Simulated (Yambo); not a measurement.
Yambo run on LuCuS2 (space group P3m1, No. 156). The wavefunctions are norm-conserving PBEsol (Quantum ESPRESSO, 100 Ry, without SOC) ones on a 6×6×2 mesh (28 occupied bands); a = 3.797 Å, b = 3.797 Å, c = 5.983 Å, α = 90.00°, β = 90.00°, γ = 120.00°.

Yambo input:

```
rim_cut
HF_and_locXC
RandQpts= 1000000
RandGvec= 1 Ry
EXXRLvcs= 100 Ry
VXCRLvcs= 400 Ry
% QPkrange
 1 | 1 | 28 | 29 |
 2 | 2 | 28 | 29 |
 8 | 8 | 28 | 29 |
 14 | 14 | 28 | 29 |
%
```

k points by index: 1 = Γ, 2 = A, 8 = L, 14 = H.

The o-*.hf file then holds:

```
#    K-point    Band    Eo [eV]    Ehf [eV]    Vxc [eV]    Vnlxc [eV]
#
    1    28    0.000000    -4.267387    -22.69429    -26.96168
    1    29    1.773472    6.304957    -12.55611    -8.024627
    2    28    -0.514488    -5.202686    -22.91643    -27.60463
    2    29    1.861688    6.237967    -13.05886    -8.682582
    8    28    -0.832151    -5.261099    -21.19868    -25.62763
    8    29    1.170690    4.372482    -14.80216    -11.60037
    14    28    -1.442119    -6.879345    -23.05110    -28.48833
    14    29    2.630300    6.878982    -14.04058    -9.791895
```
Exchange alone, without screening.

Geometry relaxed with PBEsol.

The structure is a Materials Project entry; no match was found in the copy of COD used, and its stability was not checked.
